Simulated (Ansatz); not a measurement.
Notes on NaTl₄As₃

```yaml
crystal:
  lattice:
    - [2.32624, 4.02916, 0.00000]
    - [-2.32624, 4.02916, 0.00000]
    - [0.00000, -2.68611, 12.22242]
  atoms:
    - { symbol: Na, position: [0.50000, 0.50000, 0.50000] }
    - { symbol: Tl, position: [0.09206, 0.09206, 0.27618] }
    - { symbol: Tl, position: [0.90794, 0.90794, 0.72382] }
    - { symbol: Tl, position: [0.30060, 0.30060, 0.90180] }
    - { symbol: Tl, position: [0.69940, 0.69940, 0.09820] }
    - { symbol: As, position: [0.22599, 0.22599, 0.67797] }
    - { symbol: As, position: [0.77401, 0.77401, 0.32203] }
    - { symbol: As, position: [0.00000, 0.00000, 0.00000] }
```

The numbers come from plane-wave PAW DFT (Ansatz): PBE, no spin polarisation, 420 eV, 8×8×8 Γ-centred k points, fermi-dirac occupations (width 0.1 eV). Nothing was relaxed.

Question: What do density and ELF say about some of the short contacts?

Answer: Tl–As at 2.74 Å: least valence density 0.35 e/Å³ and ELF 0.38 there. Na–As at 3.46 Å: least valence density 0.04 e/Å³ and ELF 0.02 there, so no covalent bond. Na–Tl at 3.83 Å: least valence density 0.03 e/Å³ and ELF 0.02 there, so no covalent bond. These are pseudo-fields; inside the PAW spheres they differ from the all-electron ones.

Question: Metal or insulator?

Answer: It is a metal, with about 4.6 states/eV a cell as the mean within 0.25 eV of the Fermi level, mostly As p (39 %), Tl p (27 %) and Tl s (21 %).

Question: Which element gives electrons and which takes them?

Answer: Bader charges in e: Na +0.81, Tl +0.21 to +0.29, As -0.66 to -0.48. In the mean Na gives up most and As takes most.

Question: Which atom feels the largest force, and which way?

Answer: The largest is on As6 (and as large on other atoms): 1.49 eV/Å, components (0.00, 0.00, -1.49). It makes 180° with the line to a nearest neighbour, Tl4 at 2.74 Å, pointing away from it.

Question: Is it stable against the elements?

Answer: 0.13 eV an atom against the elements' usual phases (free molecules for gases, crystals otherwise, with no correction for O₂ or N₂), so at this geometry it isn't bound against them. Relaxing would lower it.

Question: What does the stress say?

Answer: The pressure is 4.8 GPa (compression positive), so with the atoms held at these fractions the cell would first expand; the forces are large, so a full relaxation may end otherwise. The principal stresses 4.1, 5.2, 5.2 GPa differ, so its shape would change too.

Origin: a known structure type with other elements, at an estimated volume, so it need not be a known compound. Caveats: many states at the Fermi level without spin polarisation, so a magnetic state may lie lower.
